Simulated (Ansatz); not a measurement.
Question: Name crystals whose computed values (PBEsol (plane waves, PAW; program Ansatz)) fall in these windows: B₀ by P(V) fit (GPa) 280 to 400; Θ_D (K) 460 to 620; G_Hill (GPa) 180 to 250.

Answer: 

```json
[
 {"crystal": "Ru, hcp (Mg type)", "B₀ by P(V) fit (GPa)": "346", "Θ_D (K)": "577", "G_Hill (GPa)": "216"},
 {"crystal": "TaC, rock salt", "B₀ by P(V) fit (GPa)": "344", "Θ_D (K)": "591", "G_Hill (GPa)": "232"}
]
```
Others may fit too.

All cells were relaxed under the symmetry of their starts (and spin orders); stability against distortions was not tested throughout. Rows with no word on spin ran without spin polarisation. Scalar-relativistic: spin–orbit coupling is off unless named, which matters more the heavier the elements.

Potentials: the later of the program's two PAW sets.
